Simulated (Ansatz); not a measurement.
Independent-particle absorption of Si3N4 (P6_3/m, a = 7.619 Å, b = 7.619 Å, c = 2.911 Å, α = 90.00°, β = 90.00°, γ = 120.00°), no local fields or excitons, 0.1 eV broadening. All numbers below come from Ansatz 0.2.0, DFT PBE+D3(BJ), scalar-relativistic, plane waves, PAW.

Cutoff 420 eV; k points 6×6×8 on the computed 14-atom cell (Γ-centred); Gaussian smearing, width 0.02 eV; no spin polarisation. The spectrum is summed on a 9×9×12 mesh.

```yaml
crystal:
  lattice:
    - [7.61924, 0.00000, 0.00000]
    - [-3.80962, 6.59845, 0.00000]
    - [0.00000, 0.00000, 2.91130]
  atoms:
    - { symbol: Si, position: [0.76783, 0.17408, 0.32563] }
    - { symbol: Si, position: [0.59376, 0.76783, 0.82563] }
    - { symbol: Si, position: [0.82592, 0.59376, 0.32563] }
    - { symbol: Si, position: [0.23217, 0.82592, 0.82563] }
    - { symbol: Si, position: [0.40624, 0.23217, 0.32563] }
    - { symbol: Si, position: [0.17408, 0.40624, 0.82563] }
    - { symbol: N, position: [0.02988, 0.32994, 0.32563] }
    - { symbol: N, position: [0.69994, 0.02988, 0.82563] }
    - { symbol: N, position: [0.67006, 0.69994, 0.32563] }
    - { symbol: N, position: [0.97012, 0.67006, 0.82563] }
    - { symbol: N, position: [0.30006, 0.97012, 0.32563] }
    - { symbol: N, position: [0.32994, 0.30006, 0.82563] }
    - { symbol: N, position: [0.33333, 0.66667, 0.82563] }
    - { symbol: N, position: [0.66667, 0.33333, 0.32563] }
```

| photon energy (eV) | ε2,zz |
| --- | --- |
| 0.0 | 0.00 |
| 0.4 | 0.00 |
| 0.8 | 0.00 |
| 1.2 | 0.00 |
| 1.6 | 0.00 |
| 2.0 | 0.00 |
| 2.4 | 0.00 |
| 2.8 | 0.00 |
| 3.2 | 0.00 |
| 3.6 | 0.00 |
| 4.0 | 0.00 |
| 4.4 | 0.00 |
| 4.8 | 0.05 |
| 5.2 | 0.14 |
| 5.6 | 0.27 |
| 6.0 | 0.43 |
| 6.4 | 1.91 |
| 6.8 | 3.41 |
| 7.2 | 3.84 |
| 7.6 | 6.38 |
| 8.0 | 4.18 |
| 8.4 | 5.23 |
| 8.8 | 10.42 |
| 9.2 | 11.23 |
| 9.6 | 7.40 |
| 10.0 | 6.45 |
| 10.4 | 6.45 |
| 10.8 | 6.00 |
| 11.2 | 4.90 |
| 11.6 | 4.74 |
| 12.0 | 4.77 |
| 12.4 | 4.17 |
| 12.8 | 3.99 |
| 13.2 | 3.26 |
| 13.6 | 3.09 |
| 14.0 | 3.32 |

The strongest peak lies near 9.0 eV. ε∞ (xx, yy, zz) = 4.4, 4.4, 4.4.

Cost: 1 run of about 23 core-minutes, on Intel Xeon Processor @ 2.50GHz (Skylake/Cascade Lake) (shared hosts).